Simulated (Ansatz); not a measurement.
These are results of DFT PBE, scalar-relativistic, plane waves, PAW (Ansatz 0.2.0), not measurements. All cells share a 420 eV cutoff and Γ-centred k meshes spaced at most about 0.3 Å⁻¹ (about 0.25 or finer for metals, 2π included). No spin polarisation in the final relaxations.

These are static total energies at zero pressure. All come from trial cells, and lower structures may exist.

**Question.** Order these relaxed structures of AlIn2Sb2As by energy, lowest first, with the energy over the lowest of them.
A.

Space group I4/mmm (No. 139). a = 4.130 Å, b = 4.130 Å, c = 22.133 Å, α = 90.00°, β = 90.00°, γ = 90.00°
```csv
atom,site,symmetry,x,y,z
Al,2b,4/mmm,0.5000,0.5000,0.0000
In,4e,4mm,0.0000,0.0000,0.1300
Sb,4d,-4m2,0.0000,0.5000,0.2500
As,2a,4/mmm,0.0000,0.0000,0.0000
```

B.

Space group Cmmm (No. 65). a = 5.484 Å, b = 15.985 Å, c = 4.114 Å, α = 90.00°, β = 90.00°, γ = 90.00°
| atom | site | symmetry | x | y | z |
| --- | --- | --- | --- | --- | --- |
| Al | 2a | mmm | 0.0000 | 0.0000 | 0.0000 |
| In | 4f | ..2/m | 0.7500 | 0.2500 | 0.5000 |
| Sb | 4i | m2m | 0.0000 | 0.3767 | 0.0000 |
| As | 2c | mmm | 0.5000 | 0.0000 | 0.5000 |

C.

Space group P6/mmm (No. 191). a = 5.425 Å, b = 5.425 Å, c = 5.927 Å, α = 90.00°, β = 90.00°, γ = 120.00°
```json
{"atom": "Al", "site": "1a", "symmetry": "6/mmm", "x": "0.0000", "y": "0.0000", "z": "0.0000"}
{"atom": "In", "site": "2d", "symmetry": "-6m2", "x": "0.3333", "y": "0.6667", "z": "0.5000"}
{"atom": "Sb", "site": "2c", "symmetry": "-6m2", "x": "0.3333", "y": "0.6667", "z": "0.0000"}
{"atom": "As", "site": "1b", "symmetry": "6/mmm", "x": "0.0000", "y": "0.0000", "z": "0.5000"}
```

D.

Space group P4/mmm (No. 123). a = 5.689 Å, b = 5.689 Å, c = 5.555 Å, α = 90.00°, β = 90.00°, γ = 90.00°
```json
{"atom": "Al", "site": "1c", "symmetry": "4/mmm", "x": "0.5000", "y": "0.5000", "z": "0.0000"}
{"atom": "In", "site": "2f", "symmetry": "mmm.", "x": "0.0000", "y": "0.5000", "z": "0.0000"}
{"atom": "Sb", "site": "2g", "symmetry": "4mm", "x": "0.0000", "y": "0.0000", "z": "0.2588"}
{"atom": "As", "site": "1d", "symmetry": "4/mmm", "x": "0.5000", "y": "0.5000", "z": "0.5000"}
```

**Answer.** C (0 meV/atom), A (196 meV/atom), B (247 meV/atom), D (365 meV/atom). Forms: C P6/mmm; A I4/mmm; B Cmmm; D P4/mmm. A holds Sb–Sb nets (shortest 2.92 Å); D holds Sb–Sb chains (shortest 2.68 Å) (bonds between like non-metal atoms; other contacts aren't counted). Even the lowest lies +0.10 eV/atom against the elements.

Spin–orbit coupling, which can matter for Sb, is left out. Cells relaxed within their symmetry can be saddle points. Some types were kept out of the candidates beforehand, so the set may lack a known form.
